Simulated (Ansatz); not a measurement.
HfO2 (fluorite, Fm-3m), plane-wave PAW r²SCAN (Ansatz code): ε∞ = 4.91, cell volume 32.36 Å³. Infrared-active transverse modes:

| ω_TO (cm⁻¹) | oscillator strength S_xx (e²/amu) |
|---|---|
| 238.0 | 1.116 |

Task: Compute the static dielectric constant.

Result: Each mode adds (4.921e7/V) S/ω²: 29.95. So ε0 = 34.9.

Task: What LO frequency does the Lyddane–Sachs–Teller relation give?

Result: ω_LO = ω_TO √(ε0/ε∞) = 634 cm⁻¹.

This is a known high-temperature phase of the composition, computed here at zero pressure and temperature. The r²SCAN relaxation kept the symmetry of its start. At this level the phase is dynamically unstable (imaginary phonons). No spin polarisation was allowed. Scalar-relativistic: spin–orbit coupling is off unless named, which matters more the heavier the elements.

Potentials: the later of the program's two PAW sets.
